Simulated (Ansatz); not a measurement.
InSb (rock salt, space group No. 225) under volume change, r²SCAN in the plane-wave PAW code Ansatz, scaled uniformly.

```csv
V (Å³/atom),E − E(relaxed) (meV/atom),P (GPa)
25.672,47.0,6.52
26.519,19.6,3.94
27.365,4.6,1.80
28.211,0.0,0.00
29.058,4.0,-1.48
29.904,15.2,-2.73
30.750,32.5,-3.78
```

What does a third-order Birch–Murnaghan fit give for V₀, B₀ and B′?

V₀ = 28.22 Å³/atom, B₀ = 54.4 GPa, B′ = 5.0.

Space group Fm-3m (rock salt). The workflow started from a Materials Project entry (that database holds measured and hypothetical structures alike); the Crystallography Open Database copy checked does not list it. It is not the phase usual at ambient conditions (space group No. 216). The r²SCAN relaxation kept the symmetry of its start; whether a distortion lowers the energy is not shown. Scalar-relativistic: spin–orbit coupling is off unless named, which matters more the heavier the elements.

Potentials: the later of the program's two PAW sets.
